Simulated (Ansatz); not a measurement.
**Ti₃SnO₈: rattling a relaxed structure**

The cell was found from a structure generator's guess, not taken from experiment.

Method: DFT PBE, scalar-relativistic, plane waves, PAW (Ansatz). Settings: cutoff 420 eV, Γ-centred mesh 8×8×4 on the computed 12-atom cell, Gaussian smearing of 0.02 eV; no spin polarisation.

The cell below (12 atoms, space group P-4m2 (No. 115)) is relaxed within its symmetry.

```xyz
12
Lattice="3.8399 0.0000 0.0000 0.0000 3.8399 0.0000 0.0000 0.0000 10.0384" Properties=species:S:1:pos:R:3 pbc="T T T"
Ti    0.0000    0.0000    0.0000
Ti    0.0000    1.9200    2.3814
Ti    1.9200    0.0000    7.6569
Sn    1.9200    1.9200    5.0192
O     0.0000    0.0000    1.9817
O     1.9200    1.9200    7.1954
O     0.0000    1.9200    4.4077
O     1.9200    0.0000    9.6356
O     0.0000    1.9200    0.4028
O     1.9200    0.0000    5.6307
O     0.0000    0.0000    8.0567
O     1.9200    1.9200    2.8430
```

For the test it was strained at random (σ = 1.5 % a component), the atoms were moved at random (σ = 0.10 Å), and all was relaxed again on a coarse 4×4×2 mesh (in the run’s order of axes) with 0.10 eV smearing, with no symmetry imposed.

**Question.** What happens?

**Answer.** It returns, within 1 meV/atom of the unmoved cell on that mesh and with the same symmetry when read at 0.1 Å. No instability shows in this cell; modes of other wave vectors, which need another repeat, aren't tested.
